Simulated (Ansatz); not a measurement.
Consider the following.

CoTe:
```cif
data_Co2Te2
_chemical_formula_sum 'Co2 Te2'
_space_group_name_H-M_alt 'P 1'
_space_group_IT_number 1
_cell_length_a 3.85166
_cell_length_b 3.85166
_cell_length_c 5.20181
_cell_angle_alpha 90.000
_cell_angle_beta 90.000
_cell_angle_gamma 120.000
loop_
_space_group_symop_operation_xyz
  'x, y, z'
loop_
_atom_site_label
_atom_site_type_symbol
_atom_site_fract_x
_atom_site_fract_y
_atom_site_fract_z
_atom_site_occupancy
Co1 Co 0.00000 0.00000 0.50000 1
Co2 Co 0.00000 0.00000 0.00000 1
Te1 Te 0.66667 0.33333 0.75000 1
Te2 Te 0.33333 0.66667 0.25000 1
```

This is the PBEsol-relaxed structure.

### Question
All from the program Ansatz at the PBEsol level (PAW), unless another level is named. Give the Debye temperature from the elastic constants.

### Answer
327 K.

### Question
Give the highest zone-centre frequency.

### Answer
241 cm^-1.

Space group P6_3/mmc (NiAs type). The workflow started from a Materials Project entry (that database holds measured and hypothetical structures alike); the Crystallography Open Database files this formula in space group No. 194, but the cells were not matched. Whether it is the stable phase at ambient conditions was not checked. The PBEsol relaxation kept the symmetry of its start; of distortions, only those at the zone centre were tested. The run is not spin-polarised. As this level gives no gap, shear constants depend on the k-mesh and smearing (Fermi–Dirac, 0.1 eV here). As this level gives no gap, phonon frequencies hold no LO–TO term and depend on the k-mesh and smearing (Fermi–Dirac, 0.1 eV here). Spin–orbit coupling is left out wherever it is not named.

Potentials: the later of the program's two PAW sets.
